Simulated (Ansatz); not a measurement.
An Ansatz (a program for electronic structure) run. Input:

Ansatz 0.2 input:
```yaml
crystal:
  lattice:
    - [4.2768227718, 0.0, 0.0]
    - [0.0, 3.6086081182, 0.0]
    - [-1.921585582, 0.0, 5.602220787]
  atoms:
    - { symbol: Y, position: [0.3321407306, 0.75, 0.689142452] }
    - { symbol: Y, position: [0.6678592694, 0.25, 0.310857548] }
    - { symbol: H, position: [0.014809897, 0.25, 0.922946661] }
    - { symbol: H, position: [0.985190103, 0.75, 0.077053339] }
    - { symbol: O, position: [0.2338789369, 0.25, 0.4489926012] }
    - { symbol: O, position: [0.7661210631, 0.75, 0.5510073988] }
    - { symbol: O, position: [0.2489236362, 0.25, 0.9388773863] }
    - { symbol: O, position: [0.7510763638, 0.75, 0.0611226137] }
kpoints:
  mp_grid: { grid: [4, 5, 3] }
hamiltonian:
  xc: hse06
  pseudopotentials: { kind: paw }
scf:
  n_extra_bands: 8
  occupations: { method: fixed }
output:
  eigenvalues: true
  eigenstates:
    e_range: [-9.0, 14.2]
    kpoints:
      - [0.0, 0.0, 0.5]  # VBM
      - [0.0, 0.0, 0.0]  # CBM
      - [0.0, 0.0, 0.0]  # GAMMA
      - [0.0, 0.5, 0.0]  # Z
      - [0.0, 0.0, 0.5]  # B
      - [-0.5, 0.0, 0.0]  # Y_2
      - [-0.5, 0.5, 0.0]  # C_2
      - [0.0, 0.5, 0.5]  # D
      - [-0.5, 0.0, 0.5]  # A
      - [-0.5, 0.5, 0.5]  # E
```

Output (shortened):

```
Pseudopotential: Y, paw, valence charge 11
Pseudopotential: H, paw, valence charge 1
Pseudopotential: O, paw, valence charge 6
Functional definition: HSE06
davidson cushion auto → on  (no smearing: the cushion is to keep the highest requested band from converging to the state above it …
Crystal: 8 atoms, lattice volume = 86.461 Å³
Basis set: ecut = 420 eV, 1681 PW (Γ)
Bands: 32, of which v1, the nominal top of the filled ones, is band 24 counted from 1 (23 counted from 0)
Symmetry: 4 space group operations
Space group: P21/m (ITA 11), of the structure as read, at distance tolerance 4.4e-5 Å
k-points: 21 of 60
SCF iter   1: F=—  HF=-10010.058439 eV  |F-HF|=—  |Δ(HF+E_count)|=         —  Δρ=2.24e-3  dr2=2.17e-3  ethr=1.77e-3  ⟨swp⟩=6.0  Hψ=3040  notcnv=0
preconditioner: auto → none
SCF iter   2: F=-10010.059902 eV  HF=-10010.060253 eV  |F-HF|=3.51e-4  |Δ(HF+E_count)|=   1.81e-3  Δρ=1.09e-3  dr2=5.47e-4  ethr=4.53e-6  ⟨swp⟩=4.9  Hψ=2527  notcnv=0  defer=1
SCF 1 stopped early in 2 iterations: F = -10010.059902 eV  dr2 = 5.47e-4
Crystal: 8 atoms, lattice volume = 86.461 Å³
Exchange kernel: α = 0.2500, screened, ω = 0.2079 Å⁻¹, Wigner–Seitz truncation, v(0) = 1041.1198 eV·Å³, q-mesh 4×5×3, nearest image of the exchange supercell L …
Frozen-core exchange: fock
SCF iter   1: F=—  HF=-10014.741574 eV  |F-HF|=—  |Δ(HF+E_count)|=         —  Δρ=8.99e-3  dr2=9.82e-2  ethr=1.14e-5  ⟨swp⟩=5.8  Hψ=3083  notcnv=0
preconditioner: auto → none
SCF iter   2: F=—  HF=-10014.715221 eV  |F-HF|=—  |Δ(HF+E_count)|=   2.64e-2  Δρ=7.11e-3  dr2=2.94e-2  ethr=1.14e-5  ⟨swp⟩=4.0  Hψ=2537  notcnv=0
SCF iter   3: F=—  HF=-10014.709213 eV  |F-HF|=—  |Δ(HF+E_count)|=   6.01e-3  Δρ=2.18e-3  dr2=4.65e-3  ethr=1.14e-5  ⟨swp⟩=4.0  Hψ=2009  notcnv=0
SCF iter   4: F=—  HF=-10014.728815 eV  |F-HF|=—  |Δ(HF+E_count)|=   1.96e-2  Δρ=1.59e-3  dr2=2.61e-3  ethr=5.35e-6  ⟨swp⟩=3.3  Hψ=2084  notcnv=0
iter 5 solved again at ethr=3.10e-7 eV; its pass at ethr=5.31e-6 eV (dr2=1.49e-4 eV) is discarded
SCF iter   5: F=—  HF=-10014.728015 eV  |F-HF|=—  |Δ(HF+E_count)|=   8.00e-4  Δρ=4.51e-4  dr2=2.08e-4  ethr=3.10e-7  ⟨swp⟩=2.0  Hψ=3204  notcnv=0
SCF iter   6: F=—  HF=-10014.727974 eV  |F-HF|=—  |Δ(HF+E_count)|=   4.13e-5  Δρ=1.20e-4  dr2=2.70e-5  ethr=3.09e-7  ⟨swp⟩=3.0  Hψ=1740  notcnv=0
SCF iter   7: F=-10014.728216 eV  HF=-10014.728231 eV  |F-HF|=1.48e-5  |Δ(HF+E_count)|=   2.57e-4  Δρ=1.70e-4  dr2=1.96e-5  ethr=1.53e-8  ⟨swp⟩=4.3  Hψ=2497  notcnv=0
SCF 2 stopped early in 7 iterations: F = -10014.728216 eV  dr2 = 1.96e-5
hybrid outer 1: dexx = +2.249e-2 eV, tail = 6.97e-5 eV
Crystal: 8 atoms, lattice volume = 86.461 Å³
Exchange kernel: α = 0.2500, screened, ω = 0.2079 Å⁻¹, Wigner–Seitz truncation, v(0) = 1041.1198 eV·Å³, q-mesh 4×5×3, nearest image of the exchange supercell L …
Frozen-core exchange: fock
SCF iter   1: F=—  HF=-10014.728238 eV  |F-HF|=—  |Δ(HF+E_count)|=         —  Δρ=6.90e-5  dr2=2.53e-6  ethr=7.26e-7  ⟨swp⟩=3.0  Hψ=1548  notcnv=0
preconditioner: auto → none
iter 2 solved again at ethr=3.09e-10 eV; its pass at ethr=3.83e-9 eV (dr2=1.48e-7 eV) is discarded
SCF iter   2: F=—  HF=-10014.728238 eV  |F-HF|=—  |Δ(HF+E_count)|=   2.80e-8  Δρ=2.70e-5  dr2=4.84e-7  ethr=3.09e-10  ⟨swp⟩=2.0  Hψ=3572  notcnv=0
SCF iter   3: F=—  HF=-10014.728240 eV  |F-HF|=—  |Δ(HF+E_count)|=   2.52e-6  Δρ=2.39e-5  dr2=3.55e-7  ethr=3.07e-10  ⟨swp⟩=5.0  Hψ=2333  notcnv=0  defer=2
SCF iter   4: F=-10014.728240 eV  HF=-10014.728240 eV  |F-HF|=1.20e-9  |Δ(HF+E_count)|=   1.12e-7  Δρ=1.52e-6  dr2=1.12e-8  ethr=3.07e-10  ⟨swp⟩=3.4  Hψ=1897  notcnv=0
SCF 3 converged in 4 iterations: F = -10014.728240 eV  dr2 = 1.12e-8
hybrid outer 2: dexx = +1.152e-6 eV, tail = 3.54e-8 eV, Δε = 4.76e-3 eV (about 1.31e-4 eV left of the loop's levels)
NSCF: frozen V_eff on 10 k-points
hybrid SCF converged: 2 outer / 11 inner (+2 warm-up), last move |dexx| = 1.15e-6 eV, tail = 3.54e-8 eV
Stability not checked (fock_operator)
Free energy (F): -10014.728239 eV
Frozen-core exchange: fock
Harris-Foulkes:  -10014.728239 eV  (|F-HF|=1.20e-9)
Internal energy: -10014.728239 eV  (E = F + TS)
E sigma→0 (E₀):  -10014.728239 eV
Fermi energy:    6.715621 eV
--- Per-component energies (eV) ---
  E_band       = -302.372535
  E_kinetic    = 1351.230168
  E_local      = -2529.093038  (includes V_loc(G=0)·N_el)
  E_nonlocal   = 289.702813
  E_hartree    = 867.434406
  E_xc         = -533.004702
  E_vxc        = -640.202177  (∫ρ·V_xc dr)
  E_exx        = -137.155054  (= α·E_x^exact, valence–valence)
  E_paw        = -6285.342324  (= ΣΔE_a)
  E_vpaw       = -234.575760  (= ΣTr[D̂ρ^β])
  E_aug_tail   = 0.007382  (compensation charges beyond the density's cutoff)
  E_ewald      = -3037.640062
  E_core_change = -0.867829  (= ΣΔE_core)
  E_smearing   =  0.000000  (= −TS)
  E_closure    =  0.000000  (closes the sum)
  Σ components = -10014.728239   (vs F -10014.728239, Δ=0.00e0)
  [band-id]    e_kinetic+e_local+e_nonlocal+2·e_hartree+e_vxc+2·e_exx+e_vpaw+e_augmentation_tail = -302.371907   (vs E_band -302.372535, Δ=6.28e-4)
--- Band table (eV; the first three rows and the last of 21) ---
  k-point 0: bands = ["-35.2111", "-35.1091", "-15.3136", "-14.1178", "-14.1045", "-13.9296", "-13.8352", "-13.6789", "-13.0778", "-12.2631", "-10.2945", "-9.6618", "-0.0999", "1.9076", "2.8819", "3.5017", "3.6695", "4.2612", "4.8283", "5.1100", "5.5510", …
  k-point 1: bands = ["-35.2018", "-35.1186", "-15.1050", "-14.4520", "-14.3443", "-13.9052", "-13.8227", "-13.7046", "-12.5290", "-12.3080", "-10.3012", "-9.8279", "-0.0296", "1.8208", "3.2257", "3.5429", "3.8747", "4.3286", "4.5117", "5.0160", "5.3137", …
  k-point 2: bands = ["-35.1905", "-35.1077", "-15.1167", "-14.4309", "-14.3266", "-14.0707", "-13.9622", "-13.8282", "-12.5620", "-12.2847", "-10.1267", "-9.7141", "0.1032", "1.6785", "3.1531", "3.7313", "3.7908", "4.2127", "4.5952", "5.0747", "5.5478", …
  k-point 20: bands = ["-35.1277", "-35.1234", "-15.1879", "-15.1409", "-14.5830", "-14.2864", "-13.9654", "-13.8556", "-12.4602", "-12.2767", "-9.1301", "-9.1243", "0.3170", "0.3997", "3.4683", "3.6462", "4.1169", "4.4186", "4.8024", "4.8744", "5.5721", …
```

Cost: around 4 core-minutes (rough) on shared cores.

The points marked VBM and CBM come from a semilocal run.

Space group P2_1/m. The workflow started from a Materials Project entry (that database holds measured and hypothetical structures alike); the Crystallography Open Database copy checked does not list it. Whether it is the stable phase at ambient conditions was not checked. Symmetry was held in the PBEsol relaxation; whether a distortion lowers the energy is not shown. No spin polarisation was allowed. Spin–orbit coupling is left out wherever it is not named.

Potentials: the later of the program's two PAW sets.

Ansatz is a plane-wave DFT program.
